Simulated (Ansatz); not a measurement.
Given:

WO$_{3}$:
```
WO3
1.0
    3.77622     0.00000     0.00000
    0.00000     3.77622     0.00000
    0.00000     0.00000     3.77622
W O
1 3
Direct
  0.00000   0.00000   0.00000
  0.00000   0.00000   0.50000
  0.50000   0.00000   0.00000
  0.00000   0.50000   0.00000
```

This is the LDA-relaxed structure.

**Question.** All from DFT-LDA in the program Ansatz with PAW potentials, unless another level is named. Predict the band gap.

**Answer.** 0.55 eV (indirect).

**Question.** What about the smallest direct gap on the standard path?

**Answer.** 1.61 eV.

**Question.** Next, the electron effective mass, band 2 of 3 at the edge?

**Answer.** 0.15 along [100], 0.27 along [110], 0.21 along [111] (mₑ).

**Question.** What about the valence-band maximum?

**Answer.** at R.

Space group Pm-3m (ReO3 type). The workflow started from a Materials Project entry (that database holds measured and hypothetical structures alike); the Crystallography Open Database copy checked does not list it. COD files the formula under space group No. 2, 14, 62, 129, 130, 191, so this cell is another polymorph or a model. Its standing as an ambient phase is unchecked. The LDA relaxation kept the symmetry of its start. At this level the phase is dynamically unstable (imaginary phonons). No spin polarisation was allowed. No Hubbard U is applied. Scalar-relativistic: spin–orbit coupling is off unless named, which matters more the heavier the elements.

Potentials: the later of the program's two PAW sets.
